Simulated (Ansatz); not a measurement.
Space group Pm-3m (No. 221). a = 2.989 Å, b = 2.989 Å, c = 2.989 Å, α = 90.00°, β = 90.00°, γ = 90.00°
| atom | site | symmetry | x | y | z |
| --- | --- | --- | --- | --- | --- |
| Ti | 1a | m-3m | 0.0000 | 0.0000 | 0.0000 |
| Co | 1b | m-3m | 0.5000 | 0.5000 | 0.5000 |

Equation of state of this TiCo structure (not necessarily the ground state), with shape and atoms relaxed at each volume where symmetry leaves them free. It has no gap at any of these volumes. The calculation used DFT r2SCAN, scalar-relativistic, plane waves, PAW in Ansatz.

Settings: cutoff 500 eV, Γ-centred mesh 14×14×14 on the computed 2-atom cell, Gaussian smearing of 0.10 eV; collinear spin.

```tsv
V (Å³/atom)	E − E(largest V) (meV/atom)	P (GPa)
12.545	5.86	11.49
12.945	-15.13	5.31
13.346	-21.70	0.02
13.746	-16.03	-4.47
14.146	0.00	-8.28
```

Fit a third-order Birch–Murnaghan equation to E(V).

V0 = 13.35 Å³/atom, B0 = 163 GPa, B0' = 4.5.

The state reached may not be the lowest one.

Cost: 5 runs of about 1.7 core-minutes in all, on Intel Xeon 6975P-C (Granite Rapids) (shared hosts).